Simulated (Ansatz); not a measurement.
## Cs₄MnSb₂Cl₁₂ — electric field gradients

The cell is a computed structure from the Materials Project (it need not be an observed phase), atoms as given.

```xyz
19
Lattice="6.6550 -3.8387 0.0000 6.6550 3.8387 0.0000 -4.3897 0.0000 12.4370" Properties=species:S:1:pos:R:3 pbc="T T T"
Cs    4.4727    0.0000   10.8100
Cs    4.4476    0.0000    1.6270
Cs    8.9009    0.0000    7.7033
Cs    0.0194    0.0000    4.7337
Mn    4.4602    0.0000    6.2185
Sb    0.0295    0.0000    9.3625
Sb    8.8908    0.0000    3.0745
Cl    5.5089    1.7902    7.6810
Cl    3.4114    1.7902    4.7560
Cl    3.4114   -1.7902    4.7560
Cl    5.5089   -1.7902    7.6810
Cl    2.4056    0.0000    7.6977
Cl    6.5148    0.0000    4.7393
Cl    1.0597    1.7914   10.7903
Cl    7.8606    1.7914    1.6467
Cl    7.8606   -1.7914    1.6467
Cl    1.0597   -1.7914   10.7903
Cl   -2.0373    0.0000   10.7835
Cl   10.9576    0.0000    1.6535
```

Atom numbers follow the list; atoms alike are taken as one site, whose name carries the number of the first.

The numbers come from a DFT calculation in Ansatz (PBE, plane waves and PAW, scalar-relativistic, collinear spin, 420 eV cutoff, Γ-centred 4×4×3 k-points, Fermi–Dirac smearing 0.02 eV). Start moments as typed (μB): 5 on each Mn, none on the rest.

V_zz is the principal component of the electric field gradient with the largest magnitude, η = (V_xx − V_yy)/V_zz and C_Q = eQV_zz/h.

Cs-133: I = 7/2, Q = -3.430 mb; ⁵⁵Mn: I = 5/2, Q = 330.0 mb; Sb-121: I = 5/2, Q = -543.0 mb; Cl-37: I = 3/2, Q = -63.93 mb. Q values from Pyykkö, Mol. Phys. 116, 1328 (2018).

(1) What field gradients does the calculation give at each kind of site?

Answers

(1) 

```json
{"site": "Cs1", "atoms (order as listed)": "1, 2", "first shell": "12 Cl at 3.74–3.89 Å", "V_xx, V_yy, V_zz (10²¹ V/m²)": "0.54, 0.58, -1.12", "η": "0.04", "C_Q (MHz)": "0.093"}
{"site": "Cs3", "atoms (order as listed)": "3, 4", "first shell": "12 Cl at 3.77–3.89 Å", "V_xx, V_yy, V_zz (10²¹ V/m²)": "-0.33, -0.41, 0.74", "η": "0.11", "C_Q (MHz)": "-0.061"}
{"site": "Mn", "atoms (order as listed)": "5", "first shell": "6 Cl at 2.53–2.54 Å", "V_xx, V_yy, V_zz (10²¹ V/m²)": "0.024, 0.16, -0.18", "η": "0.74", "C_Q (MHz)": "-1.45"}
{"site": "Sb", "atoms (order as listed)": "6, 7", "first shell": "3 Cl at 2.51 Å; also 3 Cl at 2.90 Å", "V_xx, V_yy, V_zz (10²¹ V/m²)": "4.29, 4.36, -8.65", "η": "0.01", "C_Q (MHz)": "114"}
{"site": "Cl8", "atoms (order as listed)": "8, 9, 10, 11, 12, 13", "first shell": "1 Mn at 2.54 Å, 1 Sb at 2.90 Å, angle 180°", "V_xx, V_yy, V_zz (10²¹ V/m²)": "-5.50, -5.59, 11.09", "η": "0.01", "C_Q (MHz)": "-17.1"}
{"site": "Cl14", "atoms (order as listed)": "14, 15, 16, 17", "first shell": "1 Sb at 2.51 Å", "V_xx, V_yy, V_zz (10²¹ V/m²)": "-7.44, -7.73, 15.17", "η": "0.02", "C_Q (MHz)": "-23.5"}
{"site": "Cl18", "atoms (order as listed)": "18, 19", "first shell": "1 Sb at 2.51 Å", "V_xx, V_yy, V_zz (10²¹ V/m²)": "-7.46, -7.77, 15.24", "η": "0.02", "C_Q (MHz)": "-23.6"}
```

At Cl14 and Cl18 V_zz points along its bond to Sb (within 1°) in each case. At Sb V_zz stands upright on the plane through its three neighbours (within 1°). At Cl8 V_zz points along the line of its two bonds (within 1°).

Without spin–orbit coupling (the program notes it for Cs and Sb) the gradients are little affected as a rule: paired runs on crystals with a gap mostly move them by under 2 % at such atoms. With these PAW files V_zz is typically within 2 to 3 % of all-electron values, but misses above 10 % occur on Sb. All moments are parallel here, as the start or the cell imposes; many such compounds order antiparallel, where fields and spin densities carried over to other atoms largely cancel. The magnetic order is the one that the run reached from its start moments, not necessarily the measured one.

The run took 6.1 min of wall time (12 min of CPU time) and 2.2 GiB at its peak, on 2 threads of Arm Neoverse N1 (aarch64; 36 cores open to the job, memory cap 5.0 GiB, no GPU), a shared host with a load of 0.9 a core.
